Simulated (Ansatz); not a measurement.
Data:

BeS:
```cif
data_Be3S3
_chemical_formula_sum 'Be3 S3'
_space_group_name_H-M_alt 'P 1'
_space_group_IT_number 1
_cell_length_a 3.39886
_cell_length_b 3.39886
_cell_length_c 7.67234
_cell_angle_alpha 90.000
_cell_angle_beta 90.000
_cell_angle_gamma 120.000
loop_
_space_group_symop_operation_xyz
  'x, y, z'
loop_
_atom_site_label
_atom_site_type_symbol
_atom_site_fract_x
_atom_site_fract_y
_atom_site_fract_z
_atom_site_occupancy
Be1 Be 0.50000 0.00000 0.00000 1
Be2 Be 0.00000 0.50000 0.33333 1
Be3 Be 0.50000 0.50000 0.66667 1
S1 S 0.50000 0.00000 0.50000 1
S2 S 0.00000 0.50000 0.83333 1
S3 S 0.50000 0.50000 0.16667 1
```

This is the LDA-relaxed structure.

All from plane-wave PAW LDA (Ansatz code), unless another level is named. Give the Born charges (a third of the trace).

Be +1.83, S -1.83 e.

Give the static dielectric constant ε0 (ions relaxed, cell fixed).

10.9 (xx = yy), 11.1 (zz).

Give the electronic dielectric constant ε∞ (DFPT).

6.94 (xx = yy), 7.56 (zz).

Space group P6_422. The start of the workflow was typed in or built on a structure type; neither database checked (COD, Materials Project) lists it. COD files the formula under space group No. 216. Whether it is the stable phase at ambient conditions was not checked. Symmetry was held in the LDA relaxation; whether a distortion lowers the energy is not shown.

Potentials: the earlier of the program's two PAW sets. The files were generated under PBE; for other functionals the program regenerates the frozen cores, and for LDA and PBEsol the local potential too.
